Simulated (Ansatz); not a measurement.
input.yaml (Ansatz)

```yaml
crystal:
  lattice:
    - [-4.4095262383, 4.5808727964, 0.757581433]
    - [4.5808727964, -4.4095262383, 0.757581433]
    - [1.9619614312, 1.9619614312, -0.443759898]
  atoms:
    - { symbol: B, position: [0.0889931286, 0.9110068714, 0.0] }
    - { symbol: B, position: [0.6610068714, 0.3389931286, 0.5] }
hamiltonian:
  xc: blyp
  pseudopotentials:
    kind: paw
    azcp:
      B: "pseudopotentials/B.paw.azcp"
basis:
  ecutwfc: 420
  fft_grid_basis: typed
kpoints:
  mp_grid: { grid: [22, 22, 12], shift: [0, 0, 0] }
magnetization:
  spin_polarized: false
scf:
  occupations: { method: fermi_dirac, width: 0.1 }
  lower_state_search: "off"
output:
  stress: true
  write_density: true
  write_potential: true
  elf: true
  volumetric_format: npy
```

and its output:

```
Warning: crystal.lattice misses the space group found at crystal.symmetry.tolerance 1.0e-5 in a digit that the deck types, which is why this is a warning: making the lattice exact moves one of its numbers by a whole unit of that number's last typed decimal, or more. The operation that it misses by the most changes a squared length by the fraction 8.28e-6. The run uses the lattice that is a stretch of the typed one, with no rotation, onto the one that keeps every operation to a double's rounding (on a very oblique basis the stretch itself rounds by more); the deck's lattice vector that moved farthest moved by 5.81e-6 Å. To run the lattice as typed, set crystal.symmetry.tolerance under 8.27e-6, the least fraction by which an operation that the lattice misses changes a squared length (the same key also sets how far an atom may lie from its image, so lowering it can lose operations that the atoms keep only within it), or set crystal.symmetry.detect: false (a key that needs symmetry detection or time reversal refuses this as the deck is read). crystal.lattice made exact, in Å and degrees: [[-4.409525129896914, 4.580873904803085, 0.757581182304424], [4.580873904803085, -4.409525129896914, 0.757581182304424], [1.961962080452633, 1.961962080452633, -0.4437541569806726]]. Pasted over the deck's crystal.lattice, beside positions in fractional coordinates, it runs the same cell (given as lengths and angles, that cell in the form's own orientation, a rigid turn of the misfit's size from the one run here, for which a checkpoint.post_process_only pass over this run's state can be refused: where this run relaxes nothing, give such a pass this deck's own crystal.lattice, as typed; behind a relaxation, as crystal.lattice, the state's own cell, identity.cell in its checkpoint.json), and a matrix so pasted ends this notice, except on a very skew basis of the lattice, where the rounding of the pasted numbers themselves can read as a misfit: the cell is then moved again, and that move is told again. The lattice as run is in this notice's lattice.as_run_ang field (Run.prep()["deck_notices"] in Python, the deck_notice line of an events file, deck_notices of ansatz run --dry-run=json, or deck_notices in record.json in the deck's checkpoint.write directory).
Engine: ansatz 0.2.0, aarch64-unknown-linux-gnu
Pseudopotentials: kind: paw
Pseudopotential: B, paw, valence charge 3, recommended cutoff 420 eV (normal) 
Functional definition: BLYP
  parameter beta = 0.0042
  parameter a = 0.04918
  parameter b = 0.132
  parameter c = 0.2533
  parameter d = 0.349
  exchange = b88_x(beta = beta)
  correlation = lyp_c(a = a, b = b, c = c, d = d)
Crystal: 2 atoms, lattice volume = 27.409 Å³
Basis set: ecut = 420 eV, 551 PW (Γ), exchange–correlation on 90×90×40 points (8 copies of the dense FFT grid, shifted against one another)
Bands: 7, of which v1, the nominal top of the filled ones, is band 3 counted from 1 (2 counted from 0)
Symmetry: 8 space group operations
Space group: Cmcm (ITA 63), of the structure as read, at distance tolerance 3.0e-5 Å
k-points: 931 of 5808
Non-local potential: B, projectors of the file, l = 0: 2, l = 1: 2, l = 2: 1
PAW form: soft (Blöchl's): semilocal exchange-correlation on the pseudo side does not see the compensation charge
PAW frozen core: B, regenerated for the run's functional, and the local potential with it (the file was generated under x = pbe(κ = 0.804, μ = 0.2195149727645171), c = pbe(β = 0.06672455060314922))
PAW one-centre angular grid: B, 110 points (default); XC on 64 Gauss nodes
Initial density: superposition of atomic densities (neutral atoms: chi_scale 0, normalization atom), corrected by the library's trained network
Initial wavefunctions: pseudopotential atomic-orbital guess
Functional: x = b88, c = lyp
SCF iter   1: F=—  HF=-311.681462 eV  |F-HF|=—  |Δ(HF+E_count)|=         —  Δρ=1.19e-2  dr2=8.10e-2  ethr=1.77e-3  ⟨swp⟩=6.5  Hψ=55330  notcnv=0
SCF iter   2: F=—  HF=-311.658893 eV  |F-HF|=—  |Δ(HF+E_count)|=   2.26e-2  Δρ=6.52e-3  dr2=1.92e-2  ethr=1.35e-3  ⟨swp⟩=2.8  Hψ=19579  notcnv=0  defer=223
SCF iter   3: F=—  HF=-311.652346 eV  |F-HF|=—  |Δ(HF+E_count)|=   6.55e-3  Δρ=5.66e-4  dr2=1.18e-4  ethr=3.20e-4  ⟨swp⟩=2.2  Hψ=11870  notcnv=0  defer=223
SCF iter   4: F=—  HF=-311.652397 eV  |F-HF|=—  |Δ(HF+E_count)|=   5.02e-5  Δρ=8.51e-5  dr2=1.19e-6  ethr=1.96e-6  ⟨swp⟩=2.3  Hψ=12203  notcnv=0  defer=223
SCF iter   5: F=—  HF=-311.652386 eV  |F-HF|=—  |Δ(HF+E_count)|=   1.10e-5  Δρ=1.50e-5  dr2=4.44e-8  ethr=1.98e-8  ⟨swp⟩=2.4  Hψ=9474  notcnv=0  defer=223
SCF iter   6: F=-311.652386 eV  HF=-311.652386 eV  |F-HF|=2.20e-10  |Δ(HF+E_count)|=   8.02e-8  Δρ=1.33e-6  dr2=2.31e-10  ethr=7.41e-10  ⟨swp⟩=9.4  Hψ=50777  notcnv=0
SCF 1 converged in 6 iterations: F = -311.652386 eV  dr2 = 2.31e-10
SCF converged after 6 iterations
Free energy (F): -311.652386 eV
Harris-Foulkes:  -311.652386 eV  (|F-HF|=2.20e-10)
Internal energy: -311.641893 eV  (E = F + TS)
E sigma→0 (E₀):  -311.647140 eV
Entropy (-TS):   -0.010492 eV (-5.246 meV/atom)
Fermi energy:    2.681332 eV
--- Per-component energies (eV) ---
  E_band       = -25.929350
  E_kinetic    = 102.447491
  E_local      = -365.939766  (includes V_loc(G=0)·N_el)
  E_nonlocal   = 25.660260
  E_hartree    = 146.440663
  E_xc         = -63.185132
  E_vxc        = -74.637586  (∫ρ·V_xc dr)
  E_paw        = -160.579912  (= ΣΔE_a)
  E_vpaw       = -6.341101  (= ΣTr[D̂ρ^β])
  E_aug_tail   = -0.000008  (compensation charges beyond the density's cutoff)
  E_ewald      = 3.512981
  E_core_change = 0.001528  (= ΣΔE_core)
  E_smearing   = -0.010492  (= −TS)
  E_closure    = 0.000000  (closes the sum)
  Σ components = -311.652386   (vs F -311.652386, Δ=0.00e0)
--- Stress (GPa, compression-positive) ---
        6.564246       4.124125       2.596499
        4.124125       6.564246       2.596499
        2.596499       2.596499      33.060799
  P = ⅓ Tr σ = 15.3964 GPa (153.964 kbar)
--- Band table (eV; the first three rows and the last of 931) ---
  k-point 0: bands = ["-13.2998", "-4.3012", "-2.2900", "1.2590", "6.4586", "8.7297", "10.2578"]
  k-point 1: bands = ["-13.2029", "-4.2029", "-2.8559", "1.2777", "7.2077", "8.3785", "10.3958"]
  k-point 2: bands = ["-12.9121", "-4.1610", "-3.9100", "1.2841", "7.6276", "9.0356", "10.7861"]
  k-point 930: bands = ["-9.8257", "-9.8257", "-1.0854", "-1.0854", "9.1684", "9.1684", "12.1273"]
```
